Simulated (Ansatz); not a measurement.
The end point of a relaxation of ZnO. Space group P6₃mc (No. 186), AFLOW prototype AB_hP8_186_ab_ab (B5, as in SiC). Computed with PBE (plane waves to 420 eV, PAW, scalar-relativistic; Ansatz, a quantum-chemistry and plane-wave program).

```xyz
8
Lattice="3.2723 0.0000 0.0000 -1.6362 2.8339 0.0000 0.0000 0.0000 10.6309" Properties=species:S:1:pos:R:3 pbc="T T T"
Zn     0.0000     0.0000     0.0076
Zn     0.0000     0.0000     5.3231
Zn     1.6362     0.9446     7.9786
Zn     0.0000     1.8893     2.6632
O      0.0000     0.0000     8.6331
O      0.0000     0.0000     3.3177
O      1.6362     0.9446     5.9780
O      0.0000     1.8893     0.6625
```

Task: What band gap does PBE give?

Result: 0.69 eV, direct at Γ (no spin-orbit coupling).

No spin polarisation in the result.

The run could not lose the symmetry of its start.

The first start was generated by placing the elements on the sites of a structure type. A measured structure of ZnO has the same space group, P6₃mc (No. 186); the sites were not compared with it.
